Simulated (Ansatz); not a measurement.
A plane-wave DFT run in Ansatz 0.2.0 (scalar-relativistic PAW potentials unless the input names others): input and command.

```yaml
crystal:
  lattice:
    - [2.3389664, 0.0, 0.0]
    - [-1.1694832, 2.02560432, 0.0]
    - [0.0, 0.0, 1.99869714]
  atoms:
    - { symbol: Ba, position: [0.0, 0.0, 0.0] }
basis:
  ecutwfc: 420
kpoints:
  mp_grid: { grid: [12, 12, 12] }
hamiltonian:
  xc: pbesol
scf:
  occupations: { method: gaussian, width: 0.1 }
  max_iter: 50
output:
  forces: true
  eigenvalues: true
  stress: true
```

```bash
ansatz run input.yaml --threads 1 --pin off --max-ram 1331MiB --backend cpu --events-out ev --progress --plain --runs-dir out
```

Abridged log:
```
Pseudopotentials: kind: paw
Pseudopotential: Ba, paw, valence charge 10, recommended cutoff 420 eV (normal)
Functional definition: PBEsol
Crystal: 1 atom, lattice volume = 9.469 Å³
Basis set: ecut = 420 eV, 187 PW (Γ), exchange–correlation on 32×32×30 points (8 copies of the dense FFT grid, shifted against one another)
Bands: 9, of which v1, the nominal top of the filled ones, is band 5 counted from 1 (4 counted from 0)
Symmetry: 24 space group operations
Space group: P6/mmm (ITA 191), of the structure as read, at distance tolerance 2.1e-5 Å
k-points: 133 of 1728
Initial density: superposition of atomic densities (neutral atoms: chi_scale 0, normalization atom), corrected by the library's trained network
Initial wavefunctions: pseudopotential atomic-orbital guess
Functional: x = pbesol(κ = 0.804, μ = 0.12345679), c = pbesol(β = 0.046)
SCF iter   1: F=—  HF=-5855.494899 eV  |F-HF|=—  |Δ(HF+E_count)|=         —  Δρ=6.46e-1  dr2=2.85e1  ethr=1.77e-3  ⟨swp⟩=8.0  Hψ=13132  notcnv=0
SCF iter   2: F=—  HF=-5842.056291 eV  |F-HF|=—  |Δ(HF+E_count)|=    1.34e1  Δρ=2.36e-1  dr2=3.34e0  ethr=1.77e-3  ⟨swp⟩=5.0  Hψ=5347  notcnv=0  defer=44
SCF iter   3: F=—  HF=-5840.024810 eV  |F-HF|=—  |Δ(HF+E_count)|=    2.03e0  Δρ=2.30e-2  dr2=2.29e-2  ethr=1.77e-3  ⟨swp⟩=4.6  Hψ=3800  notcnv=0  defer=46
SCF iter   4: F=—  HF=-5839.989749 eV  |F-HF|=—  |Δ(HF+E_count)|=   3.51e-2  Δρ=2.92e-3  dr2=4.57e-4  ethr=2.29e-4  ⟨swp⟩=4.0  Hψ=3156  notcnv=0  defer=43
SCF iter   5: F=—  HF=-5839.989666 eV  |F-HF|=—  |Δ(HF+E_count)|=   8.30e-5  Δρ=7.94e-4  dr2=1.84e-5  ethr=4.57e-6  ⟨swp⟩=2.4  Hψ=1865  notcnv=0  defer=43
SCF iter   6: F=—  HF=-5839.989674 eV  |F-HF|=—  |Δ(HF+E_count)|=   8.05e-6  Δρ=1.09e-4  dr2=7.14e-7  ethr=1.84e-7  ⟨swp⟩=2.5  Hψ=1857  notcnv=0  defer=42
SCF iter   7: F=-5839.989674 eV  HF=-5839.989674 eV  |F-HF|=5.58e-9  |Δ(HF+E_count)|=   2.90e-7  Δρ=1.59e-5  dr2=8.49e-9  ethr=1.00e-9  ⟨swp⟩=11.0  Hψ=11088  notcnv=0
SCF 1 converged in 7 iterations: F = -5839.989674 eV  dr2 = 8.49e-9
SCF converged after 7 iterations
Free energy (F): -5839.989674 eV
Harris-Foulkes:  -5839.989674 eV  (|F-HF|=5.58e-9)
Internal energy: -5839.984775 eV  (E = F + TS)
E sigma→0 (E₀):  -5839.987224 eV
Entropy (-TS):   -0.004899 eV (-4.899 meV/atom)
Fermi energy:    42.117718 eV
--- Forces (eV/Å), atoms counted from 1 ---
  atom   1  Ba     0.00000000     0.00000000     0.00000000
--- Stress (GPa, compression-positive) ---
      619.837883       0.000000       0.000000
        0.000000     619.837883       0.000000
        0.000000       0.000000    1247.798515
  P = ⅓ Tr σ = 829.1581 GPa (8291.581 kbar)
```

**Question.** The run was meant for a cell not far from equilibrium. What is wrong with this input?

**Answer.** The fault is a lattice far too small (lattice vectors times 0.529). Setting it back cures it. The run converged all the same, with an energy at zero smearing 22.4 eV/atom above the reference's, pressure 829.16 GPa, largest force 0.000 eV/Å, no gap on the mesh, so convergence alone doesn't show that an input is right. A reference run of the cell with lattice vectors 4.4200 0.0000 0.0000; -2.2100 3.8278 0.0000; 0.0000 0.0000 3.7770 Å and the atoms in their places converged with pressure -0.83 GPa, largest force 0.000 eV/Å, no gap on the mesh.